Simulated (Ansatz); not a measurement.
A trial structure of Si₂Ge was built thus: 3-, 4-connected net, elements by coordination (P-4n2, No. 118). Its size is a rough estimate.

```
CELL_PARAMETERS angstrom
4.91123 0.00000 0.00000
0.00000 4.91123 0.00000
0.00000 0.00000 4.89673
ATOMIC_POSITIONS crystal
Si 0.15489 0.34511 0.25000
Si 0.84511 0.65489 0.25000
Si 0.34511 0.84511 0.75000
Si 0.65489 0.15489 0.75000
Ge 0.50000 0.50000 0.00000
Ge 0.00000 0.00000 0.50000
```

Theory: Ansatz 0.2.0, DFT PBE, scalar-relativistic, plane waves, PAW. Cutoff 420 eV, Gaussian smearing, Γ-centred meshes. Cell and atoms relax first on a coarse mesh and then on a finer one. In between, the cell is made exact in the group found at 0.06 Å. In metals the finer mesh still leaves noise of several meV/atom or more. The steps can't lower the symmetry of their start. No spin polarisation.

A guess keeps its type if space group and coordination stay and the shape of the cell changes little (axis ratios within about 15 %, angles within 6°); the volume may change.

Q: Does this structure survive the relaxation?

A: It doesn't keep its type. The symmetry stays P-4n2 (No. 118). The volume per atom shrinks by 7.8 %, from 19.7 to 18.1 Å³. The shortest distance goes from 2.15 Å (Si–Si) to 2.38 Å (Si–Si). The ratio c/a of the conventional cell changes by a factor of 0.42. Counting neighbours within 15 % of an atom's shortest distance, the start has Ge 4, Si 3 and the end Ge 6, Si 5. In detail, at the end Si has 1 Si at 2.38 Å, 2 Ge at 2.59 Å, 2 Si at 2.65 Å and 2 Ge at 3.20 Å; Ge is surrounded by 4 Si at 2.59 Å, 2 Ge at 2.65 Å and 4 Si at 3.20 Å.

```
Si Ge
1.0
     6.40509    0.00000    0.00000
     0.00000    6.40509    0.00000
     0.00000    0.00000    2.65353
Si Ge
4 2
Direct
  0.13157 0.36843 0.25000
  0.86843 0.63157 0.25000
  0.36843 0.86843 0.75000
  0.63157 0.13157 0.75000
  0.50000 0.50000 0.00000
  0.00000 0.00000 0.50000
```

The last run used a 6×6×14 mesh (in the run's order of axes) for its 6-atom cell and Gaussian smearing of 0.10 eV. Symmetry constrained the relaxation, so the result can be a saddle point.
